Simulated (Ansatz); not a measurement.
W₂N:
```
CELL_PARAMETERS angstrom
      2.81839     0.00000     0.00000
     -1.40919     2.44080     0.00000
      0.00000     0.00000     5.38785
ATOMIC_POSITIONS crystal
  N  0.00000 0.00000 0.00000
  W  0.33333 0.66667 0.26913
  W  0.66667 0.33333 0.73087
```

Relaxed with PBE. Special points in fractions of this cell's reciprocal vectors: Γ (0.000, 0.000, 0.000); M (0.500, 0.000, 0.000); K (0.333, 0.333, 0.000); A (0.000, 0.000, 0.500); L (0.500, 0.000, 0.500); H (0.333, 0.333, 0.500).

Problem. List the band energies nearest the Fermi level at these points for plane-wave PAW PBE (Ansatz code).

Solution. In eV from the Fermi level; about four levels below and three above (degenerate sets whole), none deeper than 8.9 eV; points with the same levels are listed once.

```json
[
 {"k": "Γ", "below": "-1.27 -1.27 -0.01 -0.01", "above": "0.83 0.83 4.79 4.79"},
 {"k": "M", "below": "-5.51 -3.36 -2.05 -1.31", "above": "2.29 2.37 3.29"},
 {"k": "K", "below": "-3.21 -3.21 -0.08 -0.08", "above": "0.36 2.06 3.16 3.16"},
 {"k": "A", "below": "-3.59 -1.56 -1.56 -0.73", "above": "0.79 0.79 1.88 1.88"},
 {"k": "L", "below": "-3.25 -2.60 -1.96 -0.03", "above": "2.60 4.00 4.28"},
 {"k": "H", "below": "-3.67 -2.72 -2.72 -0.50", "above": "1.04 1.04 2.36 2.36"}
]
```

Space group P-3m1 (anti-CdI2 type). A made-up cell: these elements were put on the sites of a structure type; neither database checked (COD, Materials Project) lists it. Its standing as an ambient phase is unchecked. The PBE relaxation kept the symmetry of its start; its stability against distortions is not shown here. No spin polarisation was allowed. With an odd number of electrons in the cell and no spin polarisation, the count alone makes it a metal. Spin–orbit coupling is left out wherever it is not named.

Potentials: the earlier of the program's two PAW sets.
